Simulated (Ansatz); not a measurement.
Sc$_{2}$InC in space group P6_3/mmc (No. 194; Sc on 4f, In on 2d, C on 2a), DFT-PBEsol in the program Ansatz with PAW potentials, all energies at zero smearing, with the estimated change up to a 700 eV cutoff added, with one set of potentials and settings (totals compare only within such a set). Cell of 8 atoms (4 Sc, 2 In, 2 C): -19994.434 eV.

| element | reference phase | E (eV/atom) |
|---|---|---|
| Sc | P6_3/mmc, 2 atoms in the cell | -2111.3699 |
| In | I4/mmm, 1 atoms in the cell | -5525.4106 |
| C | P6_3/mmc, 4 atoms in the cell | -246.6950 |

Formation energy per atom, worked out: (-19994.434 − 4×(-2111.3699) − 2×(-5525.4106) − 2×(-246.6950))/8 = -0.593 eV/atom (-57 kJ per mol of atoms), at 0 K, without zero-point energy or fitted corrections.

The workflow started from a Materials Project entry (that database holds measured and hypothetical structures alike); the Crystallography Open Database copy checked does not list it. Its standing as an ambient phase is unchecked. Symmetry was held in the PBEsol relaxation; its stability against distortions is not shown here. The run is not spin-polarised. The references are the lowest solids computed at this level, not always the standard phases.

Potentials: the later of the program's two PAW sets.
